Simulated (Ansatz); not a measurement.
Au (fcc, Cu type)

```
Au
1.0
    0.00000     4.15718     4.15718
    2.07859     0.00000     2.07859
    2.07859     2.07859     0.00000
Au
2
Direct
  0.00000   0.00000   0.00000
  0.50000   0.00000   0.00000
```

The atoms are displaced by Q × the pattern below (from a DFPT mode at L = (0.5, 0.0, 0.0), largest move 1; Q in Å), at fixed cell. It is one choice among 2 degenerate patterns. (q is in reciprocal vectors of the primitive cell; the cell shown is doubled to hold the pattern.)

```json
[
 {"atom": "Au1", "x": "-0.285", "y": "0.520", "z": "-0.805"},
 {"atom": "Au2", "x": "0.285", "y": "-0.520", "z": "0.805"}
]
```

Calculation: PBE (plane waves to 420 eV, PAW, scalar-relativistic; Ansatz, a first-principles code). k mesh 19×19×19 (Γ-centred), Fermi-Dirac smearing 0.05 eV. Energies are smeared free energies. With partly filled bands, energies and forces of such displacements shift with the k mesh and the smearing. Au was relaxed with its symmetry unable to fall. Spin-orbit coupling is left out, though Au is heavy. ΔE is measured from the undisplaced structure. The last digit holds for this mesh only.

| Q (Å) | ΔE (meV/cell) |
|---|---|
| -0.180 | withheld |
| -0.150 | 44.7 |
| -0.120 | 28.9 |
| -0.090 | 16.4 |
| -0.060 | 7.3 |
| -0.030 | 1.8 |
| 0.000 | 0.0 |
| 0.030 | 1.8 |
| 0.060 | 7.3 |
| 0.090 | 16.4 |
| 0.120 | 28.9 |
| 0.150 | 44.7 |
| 0.180 | withheld |

Q: Fit an even polynomial form (powers 2, 4) to the given rows and predict ΔE at Q = -0.180.

A: Least squares on the 11 given rows: ΔE = (2043)·Q² + (-2484)·Q⁴, in meV/cell with Q in Å; root-mean-square residual 0.02 meV/cell. At -0.180 the fit gives 63.6 meV/cell; the calculation gives 63.6 meV/cell, the same to the digits shown. The quadratic term alone would give 66.2 meV/cell.

(For displaced atoms, the force is minus the slope of the energy, and its curvature is a force constant, which sets phonon frequencies.)
